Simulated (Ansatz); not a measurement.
Values for one crystal, relaxed and computed with r²SCAN (plane waves, PAW; program Ansatz); other levels are named.

```yaml
volume_per_atom: 13.83 Å³
electronic_character: metallic (no gap)
Density of states at the Fermi level: 0.84 states/eV per atom (mean over ±0.08 eV)
Formation energy from the elements (no fitted shifts): -0.92 eV/atom
```

**Question.** Pick the material that matches.
A) CoPdO2, R-3m (Pd on 3a, Co on 3b, O on 6c)
B) ZrPRu, Pnma (Zr on 4c, P on 4c, Ru on 4c)
C) NbP, I4_1md (Nb on 4a, P on 4a)
D) TiPOs, P-62m (Ti on 3g, P on 2c, P on 1b, Os on 3f)

**Answer.** D, TiPOs, P-62m (Ti on 3g, P on 2c, P on 1b, Os on 3f)

The workflow started from a Materials Project entry (that database holds measured and hypothetical structures alike); the Crystallography Open Database copy checked does not list it. Whether it is the stable phase at ambient conditions was not checked. Symmetry was held in the r²SCAN relaxation; its stability against distortions is not shown here. No spin polarisation was allowed. The references are the lowest solids computed at this level, not always the standard phases. Spin–orbit coupling is left out wherever it is not named.

Potentials: the later of the program's two PAW sets.
